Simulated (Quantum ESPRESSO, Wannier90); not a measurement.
**Wannierisation of Bi2S2O (P4/nmm)**

```
CELL_PARAMETERS angstrom
      3.95410     0.00000     0.00000
      0.00000     3.95410     0.00000
      0.00000     0.00000    14.05058
ATOMIC_POSITIONS crystal
  Bi 0.00000 0.50000 0.86650
  Bi 0.50000 0.00000 0.13350
  Bi 0.50000 0.00000 0.58909
  Bi 0.00000 0.50000 0.41091
  S  0.50000 0.00000 0.89431
  S  0.00000 0.50000 0.10569
  S  0.00000 0.50000 0.68749
  S  0.50000 0.00000 0.31251
  O  0.00000 0.00000 0.50000
  O  0.50000 0.50000 0.50000
```

Structure: Materials Project mp-1078366, symmetrised, not relaxed again. Not found in the COD (Crystallography Open Database) copy used; not checked further. Method: PBEsol plane waves in Quantum ESPRESSO 7.5 (PseudoDojo norm-conserving files, 68 Ry, no spin polarisation, no spin-orbit coupling), Bloch states on a 6×6×4 mesh through Γ, Wannier90 4.0.1. Density: 8×8×4 mesh, cold smearing 0.01 Ry. Spin-orbit coupling is left out although heavy elements are present.

postw90 (berry_task = kubo; independent particles, width 0.1 eV, no gap correction, excitons or local fields) prints σ_xx for one spin direction:

```csv
ħω (eV),Re σ (S/cm),Im σ (S/cm)
0.10,0,-115
1.95,3690,-1760
4.45,3960,683
```

Problem. Work out the dielectric function, refractive index, reflectivity and absorption coefficient at these energies.

Solution. ε = 1 + iσ/(ε0 ω), so ε₂ = Re σ/(ε0 ω) and ε₁ = 1 − Im σ/(ε0 ω); ε0 ω = 134.5 S/cm × ħω in eV, and σ is doubled for both spins.
- 0.10 eV: ε₁ = 18.1, ε₂ = 0.0; n + ik = √ε = 4.25 + 0.00i; R = 38 %
- 1.95 eV: ε₁ = 14.4, ε₂ = 28.1; n + ik = √ε = 4.80 + 2.93i; R = 55 %; α = 2ωk/c = 580000 cm⁻¹
- 4.45 eV: ε₁ = -1.3, ε₂ = 13.2; n + ik = √ε = 2.45 + 2.70i; R = 49 %; α = 2ωk/c = 1200000 cm⁻¹
The model holds its own bands alone, so ε₁ lacks the part of higher transitions, and near sharp peaks it hangs on the broadening.
